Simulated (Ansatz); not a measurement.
CaO (rock salt)

```yaml
crystal:
  lattice:
    - [0.00000, 4.83070, 4.83070]
    - [2.41535, 2.41535, 4.83070]
    - [2.41535, 2.41535, 0.00000]
  atoms:
    - { symbol: O, position: [0.00000, 0.00000, 0.00000] }
    - { symbol: O, position: [0.50000, 0.00000, 0.00000] }
    - { symbol: Ca, position: [0.00000, 0.50000, 0.50000] }
    - { symbol: Ca, position: [0.50000, 0.50000, 0.50000] }
```

The atoms are displaced by Q × the pattern below (from a DFPT mode at X = (0.5, 0.5, 0.0), largest move 1; Q in Å), at fixed cell. (q is in reciprocal vectors of the primitive cell; the cell shown is doubled to hold the pattern.)

```csv
atom,x,y,z
O1,0.000,0.000,1.000
O2,0.000,0.000,-1.000
Ca3,0.000,0.000,0.236
Ca4,0.000,0.000,-0.236
```

These are PBE (plane waves to 420 eV, PAW, scalar-relativistic; Ansatz, a first-principles code) values and carry that method's errors. k mesh 12×12×12 (Γ-centred), Fermi-Dirac smearing 0.05 eV. Energies are smeared free energies. CaO was relaxed with its symmetry unable to fall. ΔE is measured from the undisplaced structure.

```json
[
 {"Q (Å)": "-0.180", "ΔE (meV/cell)": "320"},
 {"Q (Å)": "-0.150", "ΔE (meV/cell)": "withheld"},
 {"Q (Å)": "-0.120", "ΔE (meV/cell)": "142"},
 {"Q (Å)": "-0.090", "ΔE (meV/cell)": "80"},
 {"Q (Å)": "-0.060", "ΔE (meV/cell)": "35"},
 {"Q (Å)": "-0.030", "ΔE (meV/cell)": "9"},
 {"Q (Å)": "0.000", "ΔE (meV/cell)": "0"},
 {"Q (Å)": "0.030", "ΔE (meV/cell)": "9"},
 {"Q (Å)": "0.060", "ΔE (meV/cell)": "35"},
 {"Q (Å)": "0.090", "ΔE (meV/cell)": "80"},
 {"Q (Å)": "0.120", "ΔE (meV/cell)": "142"},
 {"Q (Å)": "0.150", "ΔE (meV/cell)": "withheld"},
 {"Q (Å)": "0.180", "ΔE (meV/cell)": "320"}
]
```

Problem. Fit an even polynomial form (powers 2, 4) to the given rows and predict ΔE at Q = 0.150.

Solution. Least squares on the 11 given rows: ΔE = (9845)·Q² + (970.4)·Q⁴, in meV/cell with Q in Å; root-mean-square residual 0.2 meV/cell. At 0.150 the fit gives 222 meV/cell; the calculation gives 222 meV/cell, the same to the digits shown. The quadratic term alone would give 222 meV/cell.

(A displaced cell: forces are minus the slopes of the energy, force constants its curvatures, and phonons follow from these.)
